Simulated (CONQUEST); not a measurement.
A self-consistent single point of Mg₂ZnO₃ (P1, 12 atoms in the cell; from Materials Project mp-1222123, changed as shown) with CONQUEST.

All values come from this method and carry its errors: LDA (PW92), numerical atomic orbitals double-zeta with polarisation (the shipped basis), PseudoDojo norm-conserving potentials made for LDA in CONQUEST 1.3.

The change in words: atoms moved at random. Reference geometry (P-3m1):
```
Mg2ZnO3
1.0
    3.03300     0.00000     0.00000
    0.00000     5.25331     0.00000
    0.00000     0.00000     7.40332
Mg Zn O
4 2 6
Direct
  0.00000   0.33333   0.66580
  0.50000   0.16667   0.33420
  0.50000   0.83333   0.66580
  0.00000   0.66667   0.33420
  0.00000   0.00000   0.00000
  0.50000   0.50000   0.00000
  0.00000   0.33333   0.17262
  0.50000   0.16667   0.82738
  0.00000   0.00000   0.50000
  0.50000   0.83333   0.17262
  0.00000   0.66667   0.82738
  0.50000   0.50000   0.50000
```

Reference input (self-consistent single point, DFT, LDA (PW92), numerical atomic orbitals double-zeta with polarisation (the shipped basis), PseudoDojo norm-conserving potentials made for LDA): basis = DZP; Diag.MPMeshX, Y, Z = 6 4 4; potentials = PseudoDojo norm-conserving LDA; Grid.GridCutoff = 140 Ha; DM.SolutionMethod = diagon; Diag.kT = 0.0001 Ha; Diag.GammaCentred = true; minE.SCTolerance = 1.0e-07; SC.MaxIters = 100; SC.LinearMixingFactor = 0.5; AtomMove.TypeOfRun = static. This run's input differs from it in these lines:

```diff
@@ -35,14 +35,14 @@
 12
-    0.000000000     3.309102407     9.314706594  1 T T T
-    2.865769668     1.654556167     4.675540619  1 T T T
-    2.865769668     8.272760981     9.314706594  1 T T T
-    0.000000000     6.618214741     4.675540619  1 T T T
-    0.000000000     0.000000000     0.000000000  2 T T T
-    2.865769668     4.963658574     0.000000000  2 T T T
-    0.000000000     3.309102407     2.414996474  3 T T T
-    2.865769668     1.654556167    11.575250739  3 T T T
-    0.000000000     0.000000000     6.995123606  3 T T T
-    2.865769668     8.272760981     2.414996474  3 T T T
-    0.000000000     6.618214741    11.575250739  3 T T T
-    2.865769668     4.963658574     6.995123606  3 T T T
+    5.727957124     3.259098510     9.374165145  1 T T T
+    2.756910541     1.603658812     4.825921786  1 T T T
+    2.803009312     8.307854047     9.167571164  1 T T T
+    0.017870940     6.591549967     4.644818036  1 T T T
+    5.708653299     9.912118425     0.006323592  2 T T T
+    2.891091609     5.015499024    13.856780255  2 T T T
+    0.023086640     3.307901201     2.424971520  3 T T T
+    2.860353363     1.696677774    11.610254338  3 T T T
+    5.725481099     9.913945052     6.922961911  3 T T T
+    2.897717268     8.387689531     2.457330962  3 T T T
+    0.049961828     6.493954512    11.616018319  3 T T T
+    2.927148723     5.001283106     7.034352260  3 T T T
```

The program printed (abridged):

```
    new_SC_potl: Starting.  Tolerance:  0.10000E-06

    PulayMixSC: Starting Pulay mixing, A_up =  0.500 A_dn =  0.500
    PulayMixSC: Spin non-polarised calculation.
          Harris-Foulkes Energy            :      -754.749246786355002 Ha
          (TS=0 as O(N) or entropic contribution is negligible)
          DFT Total Energy                 :      -753.895522131319240 Ha
          Total number of electrons        :       115.999999999998820
    PulayMixSC: Pulay iteration     1 residual:              0.36418E-02
          Harris-Foulkes Energy            :      -754.497533122387267 Ha
   [... lines left out ...]
          (TS=0 as O(N) or entropic contribution is negligible)
          DFT Total Energy                 :      -754.429729651713615 Ha
          Total number of electrons        :       116.000016811208852
    PulayMixSC: Pulay iteration    10 residual:              0.42775E-06
          Harris-Foulkes Energy            :      -754.429729659982854 Ha
          (TS=0 as O(N) or entropic contribution is negligible)
          DFT Total Energy                 :      -754.429729659800273 Ha
          Total number of electrons        :       116.000016810930390
    PulayMixSC: Pulay iteration    11 residual:              0.89466E-07
    PulayMixSC: Reached SCF tolerance of  0.89466E-07 after     11 iterations
      | Number of electrons      =       116.000017
      |* band energy as 2Tr[K.H] =      -157.364492717811515 Ha
      |  screened ion-ion energy =      -617.912166434343703 Ha
      |  Ha correction           =         1.907970213918734 Ha
      |  XC correction           =        18.938955723559626 Ha
      |* Harris-Foulkes energy   =      -754.429729659982854 Ha
      |* DFT total energy        =      -754.429729659800273 Ha
      |  estimated accuracy      =        -0.000000000182581 Ha

    force: Forces on atoms (Ha/a0)
    force:  Atom   X              Y              Z
    force:     1   0.0000470374   0.0083186909  -0.0020113302
    force:     2   0.0091133576   0.0133637904  -0.0271835100
   [... lines left out ...]
    force: Maximum force :        0.02718351(Ha/a0) on atom         2 in z direction
   [... lines left out ...]
    force: Force Residual:        0.01591042 Ha/a0
    force: Total stress:          7.83337722     0.02743807     0.04485488 GPa
                             0.02743807     7.62149852    -0.19917927
                             0.04485488    -0.19917927     7.85488441
    force: Average pressure:     -7.76992005 GPa

    force: Finished force
    get_E_and_F: Change in energy during last step of electronic optimisation:  0.27544E-08
```

The run converged in 11 iterations. CONQUEST prints the stress tensor with tension positive. Against the reference run the free energy rises by 20.4 meV/atom, the pressure goes from -8.44 to -7.77 GPa, the largest force goes from 0.283 to 1.627 eV/Å and the gap on the mesh goes from 2.794 to 2.498 eV.

The program uses no crystal symmetry, so grid and mesh can part values that symmetry would make equal. The atom-centred basis is finite, which shifts total energies, pressures, gaps and forces against plane waves. Forces above 1 eV/Å remain at this geometry, of which the finite basis can carry a part. The structure comes from a collection of computed structures, made at another level of theory; the collection holds predicted forms beside known ones.

Cost on one core: roughly 6 core-minutes.
